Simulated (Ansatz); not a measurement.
## BiAu, one cell by several methods

```
Au Bi
1.0
     0.00000    3.22837    3.22837
     3.22837    0.00000    3.22837
     3.22837    3.22837    0.00000
Au Bi
1 1
Direct
  0.00000 0.00000 0.00000
  0.25000 0.25000 0.25000
```

Atom numbers follow the list: Au1, Bi2.

Conventional cell: a = 6.457 Å, b = 6.457 Å, c = 6.457 Å, α = 90.00°, β = 90.00°, γ = 90.00°. Au (atom 1) has 4 Bi at 2.80 Å as nearest neighbours. Around Bi (atom 2) lie 4 Au at 2.80 Å.

The structure comes from a relaxation in the same program, started in the zincblende type, and has space group F-43m. Whether it is a known phase or the ground state wasn't checked.

No spin–orbit coupling, which matters for the heavy atoms here.

All numbers are computed: DFT, LDA, PAW with Ansatz's default frozen-core files, scalar-relativistic (Ansatz 0.2.0); DFT, LDA, all-electron LAPW, scalar-relativistic (Ansatz 0.2.0).

For PAW: a Γ-centred 11×11×11 k mesh, Fermi–Dirac smearing of 0.05 eV, cutoff 420 eV, no spin polarisation; the PAW files were made with PBE, and the program remakes their frozen cores for this functional. LAPW targets a basis error of 1 meV/atom. The Ansatz runs share mesh, smearing and spin set-up. Plane-wave (PAW) pressures include the program's estimate of the Pulay term.

Stress and pressure are positive in compression.

Levels count from the Fermi level.

```csv
quantity,PAW,LAPW
pressure (GPa),-4.46,-4.46
highest filled level at X (eV),-0.752,-0.752
lowest empty level at X (eV),3.373,3.373
highest filled level at L (eV),-3.636,-3.636
lowest empty level at L (eV),1.057,1.056
```

PAW's pressure differs from the LAPW value by about 0.01 GPa or less.
